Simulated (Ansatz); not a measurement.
# KMgBr3 (cubic perovskite) under strain

KMgBr3 (cubic perovskite), relaxed with r2SCAN in Ansatz. Space group Pm-3m (No. 221), cubic; conventional cell a = 5.303 Å, 29.83 Å³ an atom. K is surrounded by 12 Br at 3.75 Å; Mg is surrounded by 6 Br at 2.65 Å; Br is surrounded by 2 Mg at 2.65 Å and 4 K at 3.75 Å.

The axes x, y and z are those of this cell:
```
CELL_PARAMETERS angstrom
5.30317 0.00000 0.00000
0.00000 5.30317 0.00000
0.00000 0.00000 5.30317
ATOMIC_POSITIONS crystal
K 0.00000 0.00000 0.00000
Mg 0.50000 0.50000 0.50000
Br 0.50000 0.50000 0.00000
Br 0.50000 0.00000 0.50000
Br 0.00000 0.50000 0.50000
```

Unstrained: The PBE gap is indirect, 2.785 eV (R to Γ), below the direct gap of 3.269 eV at Γ. r2SCAN gives an indirect gap of 3.610 eV, from R to Γ; the least direct gap is 4.109 eV at Γ. The HSE06 gap is indirect, 3.971 eV (R to Γ), below the direct gap of 4.458 eV at Γ. Meshes: PBE 6×6×6, r2SCAN 6×6×6, HSE06 4×4×4. Strains are changes of length per length, and xy shears are angles. After each strain the atoms were relaxed again with r2SCAN in this cell and within any symmetry left, so distortions that break it or need a larger cell weren't tested; points keep the names that they have in the unstrained zone. The calculation is spin-unpolarised, and the structure need not be a phase that has been made.

Changes of the least gap in eV (an overlap counts as a negative gap):

| strain | volume change (%) | space group | PBE | r2SCAN | HSE06 | energy rise, r2SCAN (meV/atom) |
| --- | --- | --- | --- | --- | --- | --- |
| uniaxial +2.5 % along x | +2.5 | P4/mmm | -0.126 | -0.128 | -0.133 | 2.7 |
| epitaxial +1.5 % in the xy plane, free normal strain -0.91 % | +2.1 | P4/mmm | -0.089 | -0.090 | -0.094 | 2.2 |
| xy shear, engineering strain (angle) -3.0 % | 0.0 | Cmmm | -0.019 | -0.020 | -0.020 | 1.3 |
| isotropic +3.0 % on every length | +9.3 | Pm-3m | -0.328 | -0.334 | -0.349 | 19.1 |

Uniaxial +2.5 % along x, other directions held. HSE06: the gap goes from 3.971 to 3.838 eV (-0.133 eV). Stress change with r2SCAN, compression positive: xx -1.14, yy -0.39, zz -0.39 GPa.

Epitaxial +1.5 % in the xy plane, free normal strain -0.91 %. HSE06: the gap goes from 3.971 to 3.877 eV (-0.094 eV). Stress change with r2SCAN, compression positive: xx -0.80, yy -0.80, zz -0.02 GPa.

Xy shear, engineering strain (angle) -3.0 %. HSE06: the gap goes from 3.971 to 3.951 eV (-0.020 eV). Stress change with r2SCAN, compression positive: xx +0.02, yy +0.02, zz 0.00, xy +0.47 GPa.

Isotropic +3.0 % on every length. HSE06: the gap goes from 3.971 to 3.622 eV (-0.349 eV). Stress change with r2SCAN, compression positive: xx -2.07, yy -2.07, zz -2.07 GPa. For HSE06, dE_g/d ln V = -3.9 eV over this step.

The runs are scalar-relativistic, without spin-orbit coupling.

The meshes of the hybrids are coarse, so their gaps aren't converged to the digits shown.
